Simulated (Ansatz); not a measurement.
A geometry of SiS₂ away from equilibrium: the start of the relaxation of a relaxed SiS2 cell, doubled along one cell vector, shaken by Gaussian noise of σ = 0.08 Å a coordinate. Level of theory: r2SCAN (plane waves to 500 eV, PAW, scalar-relativistic; Ansatz, an electronic-structure program). Γ-centred k-mesh 8×4×2 on the run's cell (coarser than for final values), Fermi–Dirac smearing 0.05 eV.

```xyz
12
Lattice="3.2313 0.0000 0.0000 -3.2313 5.5967 0.0000 0.0000 0.0000 12.7210" Properties=species:S:1:pos:R:3:forces:R:3 pbc="T T T" free_energy=-9803.402 pressure_GPa=0.0
Si     0.0528     1.7572     3.1368   -0.0278    1.3400    2.2755
Si    -1.8013     4.6568     3.1128    0.9231   -1.2184    2.2651
Si     1.6117     0.8890     9.5671   -0.1267    0.4671    0.1412
Si    -0.0640     3.7684     9.5691    0.4032   -1.1465   -0.2642
S     -0.0574     1.8263     8.1431   -0.0849   -0.5475    0.0751
S     -1.6312     4.5081     8.0286   -0.2222    0.8132    1.2315
S      1.6827     0.8378     1.8363   -0.5774    0.4006   -2.2647
S     -0.0539     3.7797     1.7123   -0.0823   -0.6555   -0.3535
S      1.7282     1.0586     4.6740   -0.3861   -0.8028   -0.2612
S     -0.0763     3.6246     4.6992    0.1431    0.9142   -1.6816
S      0.0185     1.8415    11.0320    0.1821   -0.4907   -0.1194
S     -1.6035     4.5333    11.0665   -0.1440    0.9262   -1.0436
```

Positions in Å, forces in eV/Å, free energy of the cell in eV (comparable only within this code, potentials and settings). Largest force: 2.73 eV/Å, on Si2 (atoms numbered as listed); the geometry lies 0.64 eV/atom above the end of its relaxation.

No spin polarisation in the result. Without a van der Waals term the distances between weakly bound units are poorly fixed.

The end of the path is a generated cell of SiS2: the first start was made by placing the elements on the sites of a structure type, and the end was not matched to a known phase here, so it may be hypothetical.
